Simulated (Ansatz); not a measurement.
The geometry is COD entry 1538898, unchecked; take it as a test cell. The listed cell was then made from it by scaling, straining or moving an atom.

Mg: DFT, LDA, all-electron PAW with datasets made for the crystal, scalar-relativistic (Ansatz 0.2.0). What sets it apart from a plain run of this crystal: equal xx and yy strain of -1 %.

Command: `ansatz run input.yaml --threads 1 --pin off --max-ram 3072MiB --backend cpu --events-out ev --progress --plain --runs-dir out` The run took 5.7 s on 1 thread of Intel(R) Xeon(R) 6975P-C (Granite Rapids), with other jobs on the host, peak memory 0.34 GiB.

```yaml
crystal:
  lattice:
    - [-1.461735, 1.461735, 1.4765]
    - [1.461735, -1.461735, 1.4765]
    - [1.461735, 1.461735, -1.4765]
  atoms:
    - { symbol: Mg, position: [0.0, 0.0, 0.0] }
kpoints:
  mp_grid: { grid: [19, 19, 19] }
scf:
  occupations: { method: fermi_dirac, width: 0.03 }
hamiltonian:
  xc: lda
  pseudopotentials: { kind: all_electron, datasets: crystal }
output:
  forces: true
  stress: true
  eigenvalues: true
  efg: { contact_densities: true }
```

Output (standing set-up lines are left out):

```
hamiltonian.pseudopotentials.datasets: crystal makes datasets for this crystal and solves the spheres of its atoms anew in each pass: cutoff 160.0 eV, the density's 800.0 eV; for an error of 0.50 meV an atom under PBE, 0.5 meV for the cell; an energy difference from a run of another recipe may be off by several times the error for the cell, under r2SCAN by more, where some 0.1 meV an atom stays at smaller errors; Mg in spheres of 1.270 Å, 2 of its electrons in bands, 8 on its site; only band paths and densities of states list, in semicore columns, the levels of the semicore shells that are solved separately: 2s of Mg, 2p of Mg
Crystal: 1 atoms, lattice volume = 12.619 Å³
Symmetry: 16 space group operations
Space group: I4/mmm (ITA 139), of the structure as read, at distance tolerance 2.3e-5 Å
k-points: 550 of 6859
iter 1 solved again at ethr=2.74e-3 eV; its pass at ethr=1.00e-1 eV (dr2=5.49e-2 eV) is discarded
SCF iter   1: F=—  HF=-5428.209022 eV  |F-HF|=—  |Δ(HF+E_count)|=         —  Δρ=2.14e-2  dr2=5.58e-2  ethr=2.74e-3  ⟨swp⟩=3.1  Hψ=17306  notcnv=0
preconditioner: auto → none  [metal: Δε(μ)=0.016 eV  Ē_g=14.503 eV  σ=0.030 eV  W_gap=0.13  n_scr=0 (ndim 8)  ℏωp=14.8 eV  f_vac=0.000  D(μ)=0.32/eV (n_scr^D=0)]
SCF iter   2: F=—  HF=-5428.157249 eV  |F-HF|=—  |Δ(HF+E_count)|=   5.18e-2  Δρ=1.09e-2  dr2=1.47e-2  ethr=2.74e-3  ⟨swp⟩=2.0  Hψ=5513  notcnv=0  defer=9
iter 3 solved again at ethr=4.67e-6 eV; its pass at ethr=7.33e-4 eV (dr2=9.35e-5 eV) is discarded
SCF iter   3: F=—  HF=-5428.134720 eV  |F-HF|=—  |Δ(HF+E_count)|=   2.25e-2  Δρ=8.77e-4  dr2=9.37e-5  ethr=4.67e-6  ⟨swp⟩=2.0  Hψ=13837  notcnv=0  defer=8
SCF iter   4: F=—  HF=-5428.134563 eV  |F-HF|=—  |Δ(HF+E_count)|=   1.57e-4  Δρ=2.84e-4  dr2=9.94e-6  ethr=4.67e-6  ⟨swp⟩=2.0  Hψ=3370  notcnv=0  defer=5
SCF iter   5: F=—  HF=-5428.134547 eV  |F-HF|=—  |Δ(HF+E_count)|=   1.62e-5  Δρ=1.15e-5  dr2=1.57e-8  ethr=4.97e-7  ⟨swp⟩=2.0  Hψ=3353  notcnv=0  defer=4
SCF iter   6: F=-5428.134547 eV  HF=-5428.134547 eV  |F-HF|=8.43e-10  |Δ(HF+E_count)|=   2.81e-8  Δρ=1.12e-6  dr2=6.64e-11  ethr=7.83e-10  ⟨swp⟩=2.2  Hψ=3501  notcnv=0  defer=3
SCF 1 converged in 6 iterations: F = -5428.134550 eV  dr2 = 6.64e-11
  Residual-converged pass: ⟨swp⟩=1.9  Hψ=3298  notcnv=0  max |occ|·‖R‖ = 3.2e-6 eV (tolerance 3.7e-6 eV)  dr2=6.57e-11  dr2_onsite=1.60e-9  max |Δocc| = 2.1e-10
  greatest PAW one-centre occupation: 0.232 electrons in one spin orbital (limit 2), on the Mg atom at site 0 (counted from 0), in its partial waves of l = 0
SCF converged after 6 iterations
Free energy (F): -5428.134550 eV
Harris-Foulkes:  -5428.134550 eV  (|F-HF|=8.43e-10)
Internal energy: -5428.133591 eV  (E = F + TS)
E sigma→0 (E₀):  -5428.134070 eV
Entropy (-TS):   -0.000960 eV (-0.960 meV/atom)
Past the cutoff: the bands carry plane waves up to 1.75 times it, of which those up to 1.5 times it add -0.000096 eV an atom, each by itself; the spheres take 0.000069 eV an atom off the energy for waves past 1.75 times it
By the cutoff:   a pressure is off by up to 0.007 GPa (1.2 times the spheres' own share and the shells' term, over an atom's volume, and 0.004 GPa: a bound that held against runs at twice the plane waves)
Past the cutoffs: a stress includes 0.0004 GPa for waves and charges beyond them, in addition to the slope of what the spheres take
In the spheres:  the bands' charges fall short by 1.0e-6 e at most (sound up to 1e-3), those of shells solved beside the bands by 2.3e-7 e (sound up to 5e-4)
Fermi energy:    11.532419 eV
--- Per-component energies (eV) ---
  The terms above E_closure are by the made datasets' own strengths, without shells solved beside the bands.
--- Forces (eV/Å), atoms counted from 1 ---
  atom   1  Mg     0.00000000    -0.00000000     0.00000000
  max |Σ_I F_I| component: 1.83e-31 eV/Å
--- Stress (GPa, compression-positive) ---
       59.995864      -0.000000      -0.000000
       -0.000000      59.995864       0.000000
       -0.000000       0.000000      60.028395
  P = ⅓ Tr σ = 60.0067 GPa (600.067 kbar)
  It holds what live shells' own plane waves past their cutoff add
--- PAW observables at the nuclei: V_zz in 10²¹ V/m², potentials from the cell's mean, atoms counted from 1 ---
  atom   1  Mg V_zz =    +0.010482   η = 0.0000   by run symmetry: allowed
            electrostatic potential = -1103.150935 V   contact ρ = 7724.260168 e/Å³
--- Band table (eV; the first three rows and the last of 550) ---
  k-point 0: bands = ["1.5718", "28.8095", "28.8095"]
  k-point 1: bands = ["1.6712", "28.2116", "28.2755"]
  k-point 2: bands = ["1.9679", "25.9784", "27.1860"]
  k-point 549: bands = ["14.9119", "15.4516", "17.4554"]
```
